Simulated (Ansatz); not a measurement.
## YB₄Ir₃, a known structure type with other elements, at an estimated volume

```xyz
16
Lattice="7.7281 0.0000 0.0000 -3.8640 6.6927 0.0000 0.0000 0.0000 3.5702" Properties=species:S:1:pos:R:3 pbc="T T T"
Ir   -0.7021    2.1986    0.8925
Ir    5.4730    0.4912    2.6776
Ir    2.3111    4.9854    0.8925
Ir    4.5661    4.4942    2.6776
Ir   -1.6090    6.2015    0.8925
Ir    1.5530    1.7073    2.6776
Y    -0.0004    4.4620    2.6776
Y     3.8637    2.2307    0.8925
B     0.0000    0.0000    0.0000
B     0.0000    0.0000    1.7851
B     1.3563    2.9381    0.8925
B     5.8617    2.6436    2.6776
B     0.6414    6.3982    0.8925
B     2.5078    3.7546    2.6776
B    -1.9977    4.0491    0.8925
B     3.2226    0.2945    2.6776
```

Method: r2SCAN, no spin polarisation; PAW, plane waves to 500 eV, 5×5×9 Γ-centred mesh, fermi-dirac occupations (width 0.1 eV) (Ansatz 0.2.0), atoms fixed.

**Charges.** Bader charges in e: Y +1.77, B -0.11 to +0.06, Ir -0.62. In the mean Y gives up most and Ir takes most.
**At the Fermi level.** It is a metal, with about 2.4 states/eV a cell as the mean within 0.25 eV of the Fermi level, mostly Ir d (50 %), B p (23 %) and Y d (14 %).
**Forces.** The largest is on B12 (and as large on other atoms): 0.60 eV/Å, components (-0.60, -0.05, 0.00). It makes 121° with the line to a nearest neighbour, Ir1 at 2.18 Å.
**Stress.** The pressure is -3.9 GPa (compression positive), so with the atoms held at these fractions the cell would first shrink. The principal stresses -6.2, -2.7, -2.7 GPa differ, so its shape would change too.

Origin: a known structure type with other elements, at an estimated volume, so it need not be a known compound.
